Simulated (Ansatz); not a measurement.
Here is the system:

BaTiO3 (cubic perovskite)

Space group Pm-3m (No. 221); a = b = c = 3.9940 Å, α = β = γ = 90.00°

| atom | site | symmetry | x | y | z |
|---|---|---|---|---|---|
| Ba | 1a | m-3m | 0.0000 | 0.0000 | 0.0000 |
| Ti | 1b | m-3m | 0.5000 | 0.5000 | 0.5000 |
| O | 3c | 4/mm.m | 0.0000 | 0.5000 | 0.5000 |

This relaxed cell (volume V₀) is scaled evenly in all directions, its shape held. Symmetry pins the atoms to their sites.

The numbers are results of r2SCAN (plane waves to 500 eV, PAW, scalar-relativistic; Ansatz, a program for electronic structure), not measurements. k mesh 9×9×9 (Γ-centred), Fermi-Dirac smearing 0.05 eV. The energy includes the smearing's −TS. Stress and pressure are positive under compression. BaTiO3 is run without spin polarisation. BaTiO3 was relaxed with its symmetry unable to fall. This is a high-temperature form of BaTiO3. ΔE is measured from the relaxed starting cell.

The scan covers V/V₀ from 0.840 to 1.160 in 13 points.

Q: What is ΔE at V/V₀ = 1.160?

A: 140.2 meV/atom.

Q: What pressure does the cell carry at V/V₀ = 0.840?

A: 46.4 GPa.

Q: What is ΔE at V/V₀ = 0.840?

A: 252.2 meV/atom.

(A scan under strain: stresses follow from slopes of the energy per volume, elastic moduli from its curvatures.)
